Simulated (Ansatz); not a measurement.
# CaRhO3: pressure against volume

CaRhO3, Cmcm, a = 3.105 Å, b = 9.698 Å, c = 7.253 Å. The structure is a Materials Project entry; whether it is the stable form wasn't checked. Ansatz: PBEsol, PAW, 420 eV, Γ-centred 12×12×6 mesh on 10 atoms, Gaussian smearing 0.10 eV; collinear spin, largest moment 0.4 μB. Shape and atoms are relaxed at each volume; pressure is positive in compression.

| V (Å³/atom) | P (GPa) |
| --- | --- |
| 10.264 | 11.88 |
| 10.591 | 5.46 |
| 10.919 | 0.00 |
| 11.246 | -4.63 |
| 11.574 | ? |

Take V0 = 10.919 Å³/atom, fit the third-order Birch–Murnaghan form to the other rows, and predict the missing pressure.

With the Eulerian strain f = ½[(V0/V)^(2/3) − 1] and y = P/[3f(1 + 2f)^(5/2)], the form is the line y = B0 + 1.5 B0 (B0′ − 4) f. Rows (f, y): 0.02105, 169.7; 0.01027, 168.4; -0.00974, 166.4. Means f = 0.007193, y = 168.17; Σ(Δf)² = 0.0004882, ΣΔfΔy = 0.05188; the slope is their ratio. y = 167.4 + 106.3 f GPa, so B0 = 167.4 GPa and B0′ = 4 + 2 × (106.3)/(3 × 167.4) = 4.42. At V = 11.574, f = -0.01905, y = 165.37 and P = -8.58 GPa. The run gave -8.52 GPa, so the fit is 0.06 GPa too low, a small miss on the scale of the series. The form still works here, 33 % of the fitted range beyond its end.

1 further run of this set didn't finish or converge.